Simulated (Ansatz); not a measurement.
## GaCo, a database entry at a rescaled volume

```
Co Ga
1.0
     2.86425    0.00000    0.00000
     0.00000    2.86425    0.00000
     0.00000    0.00000    2.86425
Co Ga
1 1
Direct
  0.00000 0.00000 0.00000
  0.50000 0.50000 0.50000
```

Level: PBE, no spin polarisation; 420 eV; 12×12×12 Γ-centred mesh; fermi-dirac occupations (width 0.1 eV); Ansatz 0.2.0, fixed geometry.

Stress: The pressure is 3.5 GPa (compression positive), so with the atoms held at these fractions the cell would first expand.
Forces: The forces vanish by the symmetry of the sites.
Electronic structure: It is a metal, with about 1.1 states/eV a cell as the mean within 0.25 eV of the Fermi level, mostly Co d (83 %) and Ga p (13 %).
Charges: Bader charges in e: Ga +0.32, Co -0.32. In the mean Ga gives up most and Co takes most.

Origin: a database entry at a rescaled volume. Caveats: no spin polarisation, so a magnetic state may lie lower.
